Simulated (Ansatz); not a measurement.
The start is a generated cell, V built in the bcc structure type. The cell and all atomic positions are relaxed at zero pressure with PBE (plane waves to 420 eV, PAW, scalar-relativistic; Ansatz, a program for electronic structure). The first steps use a coarse 15×15×15 k-mesh.

Starting cell:
```
CELL_PARAMETERS angstrom
     -1.51000     1.51000     1.51000
      1.51000    -1.51000     1.51000
      1.51000     1.51000    -1.51000
ATOMIC_POSITIONS crystal
  V  0.00000 0.00000 0.00000
```
Spin-polarised start, with parallel moments on V.

Problem. What pressure does the first self-consistent step give?

Solution. -4.1 GPa (negative: the cell is under tension).

Problem. How does the volume per atom move from start to end?

Solution. -2.2 %, from 13.77 to 13.47 Å³/atom.

The space group stays Im-3m (No. 229) (the run could not lower it); the end is bcc (W type), with 1 atom in the primitive cell. Final values are on a 22×22×22 k-mesh of the relaxed cell. No spin polarisation in the result: the starting moments vanished.

The run could not lose the symmetry of its start.
